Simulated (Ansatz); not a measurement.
Relaxed TiO2 (rutile):

```xyz
6
Lattice="4.5916 0.0000 0.0000 0.0000 4.5916 0.0000 0.0000 0.0000 2.9391" Properties=species:S:1:pos:R:3 pbc="T T T"
Ti     0.0000     0.0000     0.0000
Ti     2.2958     2.2958     1.4696
O      1.3978     1.3978     0.0000
O      3.6936     0.8980     1.4696
O      0.8980     3.6936     1.4696
O      3.1938     3.1938     0.0000
```

In this cell atom 1 (Ti, nearest neighbour O at 1.942 Å; its periodic images, 2.9 Å or more away, move with it) is moved by s along Cartesian [110], unit vector (0.707, 0.707, 0.000); all other atoms and the cell stay fixed.

The numbers are results of PBEsol (plane waves to 420 eV, PAW, scalar-relativistic; Ansatz, a program for electronic structure), not measurements. k mesh 6×6×9 (Γ-centred), Fermi-Dirac smearing 0.05 eV. E stands for the smeared free energy. The PAW data are Ansatz's earlier set. TiO2 is run without spin polarisation. TiO2 was relaxed with its symmetry unable to fall. The zero of ΔE is the undisplaced structure.

```
s (Å)   ΔE (meV/cell)
------  -------------
-0.190          233.0
-0.152          140.5
-0.114           75.3
-0.076           32.2
-0.038            7.9
0.000             0.0
0.038             7.9
0.076            32.2
0.114            75.3
0.152           140.5
0.190           233.0
```

**Question.** What force constant k = d²E/ds² at s = 0 does the table give?

**Answer.** 11 eV/Å². It is the second difference of the nearest points, corrected with the next pair.

**Question.** With k = 10.83 eV/Å² from the forces, is the well harmonic out to s = 0.190 Å?

**Answer.** ½ks² = 195.4 meV/cell against the computed 233.0 meV/cell, so the well is stiffer than harmonic there.

(For displaced atoms, the force is minus the slope of the energy, and its curvature is a force constant, which sets phonon frequencies.)
